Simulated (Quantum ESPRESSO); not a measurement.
IrCl₃ is taken in the monoclinic space group C2/m (No. 12), Pearson symbol mS16. Lattice parameters: a = 6.0632 Å, b = 10.5065 Å, c = 5.9487 Å, α = γ = 90.00°, β = 108.83°. Cl1 on 8j is surrounded by 2 Ir at 2.355 Å (bent). Cl2 on 4i is coordinated by 2 Ir at 2.358 Å (bent). Ir on 4g sees 6 Cl at 2.355–2.358 Å (octahedral). (Neighbours: up to the widest gap in distance over summed covalent radii, below 1.35, at either atom; cation-cation contacts left out.)
(The calculation used a cell of 8 atoms; values per cell refer to that cell.)

Cell and atoms were relaxed with PBE+D3(BJ) from Materials Project entry mp-27666, within its symmetry.

Q: What does PBEsol (pw.x of Quantum ESPRESSO, ONCV potentials, scalar-relativistic) give for the electronic structure near the Fermi level?

A: The PBEsol gap is indirect, 1.70 eV, from X to I; the smallest direct gap is 1.74 eV. Without spin-orbit coupling, band edges of such heavy elements can be off by tenths of an eV.

The structure is a Materials Project entry; no match was found in the copy of COD used, and its stability was not checked.
